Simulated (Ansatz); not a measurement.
Cu Kα1 powder pattern (kinematic, no thermal factors).
2θ (°) (relative intensity): 12.71 (67), 22.10 (35), 25.26 (12), 25.57 (69), 28.37 (17), 33.81 (6), 34.05 (4), 36.25 (100), 38.78 (10), 42.87 (32), 45.08 (22), 46.84 (2), 47.03 (5), 51.86 (8), 52.37 (21), 52.54 (15), 53.63 (4), 54.12 (8), 57.04 (5), 57.68 (2), 58.70 (13), 59.17 (12), 60.94 (7), 63.51 (2), 63.95 (8), 66.60 (4), 67.19 (2), 71.12 (10), 71.68 (6), 72.59 (3), 73.01 (1), 75.93 (2), 76.07 (1), 76.96 (9), 77.37 (17), 81.24 (2), 81.65 (3), 83.20 (3), 84.07 (5), 87.43 (1), 87.62 (7), 88.70 (4), 89.70 (1)

The pattern is computed from a structure relaxed with DFT PBE, scalar-relativistic, plane waves, PAW in Ansatz 0.2.0. No spin polarisation. Its elements are Ba, F, K.

Problem. Give the structure.

Solution. K₃BaF₅.
Space group P-62m (No. 189). a = 8.038 Å, b = 8.038 Å, c = 3.523 Å, α = 90.00°, β = 90.00°, γ = 120.00°
```csv
atom,site,symmetry,x,y,z
K,3g,m2m,0.4826,0.0000,0.5000
Ba,1b,-62m,0.0000,0.0000,0.5000
F,3f,m2m,0.2287,0.0000,0.0000
F,2c,-6..,0.6667,0.3333,0.0000
```

A pattern alone doesn't exclude other cells with like lines; this is the one computed.

The cell was found from a structure generator's guess, not taken from experiment.
